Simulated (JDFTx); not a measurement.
System: Cu(110) (Fm-3m bulk; lattice of mp-30, not re-optimised at this level), 1x1 cell of 8 atoms in 8 planes, area 9.05 Å² a face, 8.8 Å between the outermost planes in a cell 24.9 Å high; k mesh 8×6×1, Fermi width 0.01 Ha, no spin polarisation.

Profiles through the double layer of this slab, charged, in CANDLE, water, 2 M NaF; PBE, GBRV ultrasoft potentials, plane waves to 20/100 Ha, JDFTx (a modified build). z is the height above the outermost atoms, φ the plane-averaged electrostatic potential energy of an electron (zero in the bulk liquid), ρ_b the bound charge of solvent and ions, s the cavity shape function (0 in the solid, 1 in the liquid).

```json
[
 {"z (Å)": "0.90", "n (e/Å³)": "0.1014", "s": "0.00", "φ (eV)": "-2.344", "ρ_b (10⁻³ e/Å³)": "-0.05"},
 {"z (Å)": "1.36", "n (e/Å³)": "0.0270", "s": "0.00", "φ (eV)": "-0.790", "ρ_b (10⁻³ e/Å³)": "-1.49"},
 {"z (Å)": "1.82", "n (e/Å³)": "0.0078", "s": "0.01", "φ (eV)": "-0.144", "ρ_b (10⁻³ e/Å³)": "-4.76"},
 {"z (Å)": "2.28", "n (e/Å³)": "0.0022", "s": "0.14", "φ (eV)": "-0.029", "ρ_b (10⁻³ e/Å³)": "-0.23"},
 {"z (Å)": "2.74", "n (e/Å³)": "0.0006", "s": "0.41", "φ (eV)": "-0.016", "ρ_b (10⁻³ e/Å³)": "0.48"},
 {"z (Å)": "3.20", "n (e/Å³)": "0.0002", "s": "0.71", "φ (eV)": "-0.011", "ρ_b (10⁻³ e/Å³)": "0.16"},
 {"z (Å)": "3.67", "n (e/Å³)": "0.0001", "s": "0.93", "φ (eV)": "-0.008", "ρ_b (10⁻³ e/Å³)": "0.04"},
 {"z (Å)": "4.13", "n (e/Å³)": "0.0000", "s": "1.00", "φ (eV)": "-0.007", "ρ_b (10⁻³ e/Å³)": "0.01"},
 {"z (Å)": "4.59", "n (e/Å³)": "0.0000", "s": "1.00", "φ (eV)": "-0.005", "ρ_b (10⁻³ e/Å³)": "0.00"},
 {"z (Å)": "5.05", "n (e/Å³)": "0.0000", "s": "1.00", "φ (eV)": "-0.004", "ρ_b (10⁻³ e/Å³)": "0.00"},
 {"z (Å)": "5.51", "n (e/Å³)": "0.0000", "s": "1.00", "φ (eV)": "-0.004", "ρ_b (10⁻³ e/Å³)": "0.00"},
 {"z (Å)": "5.97", "n (e/Å³)": "0.0000", "s": "1.00", "φ (eV)": "-0.003", "ρ_b (10⁻³ e/Å³)": "0.00"},
 {"z (Å)": "6.43", "n (e/Å³)": "0.0000", "s": "1.00", "φ (eV)": "-0.002", "ρ_b (10⁻³ e/Å³)": "0.00"},
 {"z (Å)": "6.89", "n (e/Å³)": "0.0000", "s": "1.00", "φ (eV)": "-0.002", "ρ_b (10⁻³ e/Å³)": "0.00"},
 {"z (Å)": "7.35", "n (e/Å³)": "0.0000", "s": "1.00", "φ (eV)": "-0.002", "ρ_b (10⁻³ e/Å³)": "0.00"},
 {"z (Å)": "7.82", "n (e/Å³)": "0.0000", "s": "1.00", "φ (eV)": "-0.001", "ρ_b (10⁻³ e/Å³)": "0.00"}
]
```

### Question
Is the electrode positively or negatively charged, and roughly by how much?

### Answer
Positively: σ = 4.3 μC/cm² per face. The liquid's bound charge is of the opposite sign overall, and far from the surface φ decays with the screening length (2.1 Å).
